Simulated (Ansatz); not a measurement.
AlN in space group Pm-3n (No. 223; Al on 6c, N on 6d), r²SCAN in the plane-wave PAW code Ansatz. The conduction-band minimum lies at Γ, with 1 equivalent valley. Second derivatives d²E/dk² of the lowest band at one valley (eV·Å²), along Cartesian directions:

| direction | d²E/dk² |
|---|---|
| [100] | 22.75 |
| [010] | 22.75 |
| [001] | 22.75 |
| [110] | 22.75 |
| [101] | 22.75 |
| [011] | 22.75 |

Find the principal effective masses, the density-of-states mass and the conductivity mass.

Off-diagonal terms follow from H_xy = H[110] − (H_xx + H_yy)/2, and m*/mₑ = 7.620 eV·Å² over each eigenvalue: 0.33, 0.33, 0.33. One valley's DOS mass (m₁m₂m₃)^(1/3) = 0.33, conductivity mass 3/(Σ 1/mᵢ) = 0.33 mₑ.

What effective density of states Nc follows at 300 K for parabolic valleys?

Nc = 2.509e19 × 1 × (0.33)^(3/2) ≈ 4.8e18 cm⁻³.

The start of the workflow was typed in or built on a structure type; neither database checked (COD, Materials Project) lists it. It is not the phase usual at ambient conditions (space group No. 186, 216). The cell was relaxed with r²SCAN under the symmetry of its start; whether a distortion lowers the energy is not shown.

Potentials: the later of the program's two PAW sets.

Edges and masses are those of Kohn–Sham bands, whose gap is no quasiparticle gap.
